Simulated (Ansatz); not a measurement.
**CsHgCl₃: two-dimensional strain map**

All numbers below come from DFT PBEsol, scalar-relativistic, plane waves, PAW (Ansatz 0.2.0). Cutoff 420 eV, Γ-centred 10×10×10 k-points, Gaussian smearing of 0.15 eV. Spin–orbit coupling is left out, which can shift energies with elements as heavy as these. No spin polarisation. Energies are free energies at this smearing, counted from the undisturbed cell; pressure is positive in compression.

Zero of the scan (as given, not relaxed at this level; it stands at -2.6 GPa, and it needn't be the usual structure):

```
Cs Hg Cl
1.0
     5.44000    0.00000    0.00000
     0.00000    5.44000    0.00000
     0.00000    0.00000    5.44000
Cs Hg Cl
1 1 3
Direct
  0.00000 0.00000 0.00000
  0.50000 0.50000 0.50000
  0.00000 0.50000 0.50000
  0.50000 0.00000 0.50000
  0.50000 0.50000 0.00000
```

The cell is strained by p along both x and y and by q along z, fractional coordinates fixed. Points are written (p, q).

Energy above the undisturbed cell in meV/atom (a dash: not computed):

```csv
p \ q,-0.080,-0.040,0.000,0.040,0.080
-0.080,61.3,23.0,8.3,?,20.7
0.000,-11.3,–,0.0,–,55.0
0.080,74.2,–,?,–,209.3
```

Question: Fill in the withheld energies.

Answer: (-0.080, 0.040): 9.5; (0.080, 0.000): 125.6.

Symmetry holds off the tilts and polar distortions that many cubic perovskites undergo.